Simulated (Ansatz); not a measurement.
K2HfF6:
```xyz
9
Lattice="0.0000 4.0982 4.0982 4.0982 0.0000 4.0982 4.0982 4.0982 0.0000" Properties=species:S:1:pos:R:3 pbc="T T T"
K      2.0491     2.0491     2.0491
K      6.1474     6.1474     6.1474
Hf     0.0000     0.0000     0.0000
F      4.0982     6.2225     4.0982
F      4.0982     1.9740     4.0982
F      1.9740     4.0982     4.0982
F      6.2225     4.0982     4.0982
F      4.0982     4.0982     6.2225
F      4.0982     4.0982     1.9740
```

Relaxed with LDA. Special points in fractions of this cell's reciprocal vectors: Γ (0.000, 0.000, 0.000); X (0.500, 0.000, 0.500); U (0.625, 0.250, 0.625); K (0.375, 0.375, 0.750); L (0.500, 0.500, 0.500); W (0.500, 0.250, 0.750).

### Question
List the band energies nearest the valence-band maximum at these points for the program Ansatz at the LDA level (PAW).

### Answer
In eV from the valence-band maximum; about four levels below and three above (degenerate sets whole), none deeper than 8.9 eV; points with the same levels are listed once.

```json
[
 {"k": "Γ", "below": "-0.04 -0.04 -0.04 0.00 0.00 0.00", "above": "7.29 7.87 7.87 7.87"},
 {"k": "X", "below": "-0.43 -0.15 -0.15 -0.02", "above": "8.01 8.15 8.15"},
 {"k": "U", "below": "-0.37 -0.36 -0.28 -0.13 -0.08", "above": "8.03 8.12 8.13"},
 {"k": "L", "below": "-0.27 -0.27 -0.18 -0.04 -0.04", "above": "8.02 8.02 8.04"},
 {"k": "W", "below": "-0.34 -0.34 -0.26 -0.17 -0.17", "above": "8.08 8.08 8.15"}
]
```

Space group Fm-3m. The workflow started from a Materials Project entry (that database holds measured and hypothetical structures alike); the Crystallography Open Database copy checked does not list it. Its standing as an ambient phase is unchecked. The cell was relaxed with LDA under the symmetry of its start. At this level the phase is dynamically unstable (imaginary phonons). No spin polarisation was allowed. Scalar-relativistic: spin–orbit coupling is off unless named, which matters more the heavier the elements.

Potentials: the later of the program's two PAW sets.
